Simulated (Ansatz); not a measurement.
WC:
```
CELL_PARAMETERS angstrom
      2.91207     0.00000     0.00000
     -1.45604     2.52193     0.00000
      0.00000     0.00000     2.83625
ATOMIC_POSITIONS crystal
  W  0.00000 0.00000 0.00000
  C  0.66667 0.33333 0.50000
```

Relaxed with r²SCAN.

Q: Map the electron localisation function on the plane through (0.000, 0.000, 0.000) spanned by u = [0, 0, 1] and v = [1, -1, 0] in lattice vectors, from DFT-r²SCAN in the program Ansatz with PAW potentials.

A: x is the fraction of u, y of v (the angle between them is 90°; rows are the nearest grid lines); atoms in the plane: W at (0.00, 0.00), C at (0.50, 0.67).
```
| .*%%=:---:=%%*. |
|.-#%#=:-=-:=#%#-.|
|##%%+-:=+=:-+%%##|
|%%#+--=*#*=--+#%%|
|++=--+%@@@%+--=++|
|:::-*%@@@@@%*-:::|
|::+#@@#=:=#@@#+::|
|:-+%@%+   +%@%+-:|
|:-+%@%+. .+%@%+-:|
|:-+#@@#+=+#@@#+-:|
|:-=*%@@%#%@@%*=-:|
|--=+#%%%%%%%#+=--|
|====++*****++====|
|*++=---------=++*|
|#**=-:.....:-=**#|
|%#*+-.     .-+*#%|
|%%*+-.     .-+*%%|
|#*+=:.     .:=+*#|
|--:...........:--|
|**=:...:::...:=**|
|%%#+:..:-:..:+#%%|
|##%%+::---::+%%##|
|.-#%#=:---:=#%#-.|
| .*%%=:---:=%%*. |
```
Scale: ten equal steps from 0.013 (start of ' ') to 0.814 (end of '@'), in the order ' .:-=+*#%@'; x runs from 0.000 to 1.00, y from 0.000 (bottom) to 1.00 (top).

The density is the valence pseudo-density with augmentation charge, so density and ELF within about 1 Å of a nucleus are not all-electron values.

Space group P-6m2. The cell was relaxed with r²SCAN under the symmetry of its start. The run is not spin-polarised. Spin–orbit coupling is left out wherever it is not named.

Potentials: the later of the program's two PAW sets.
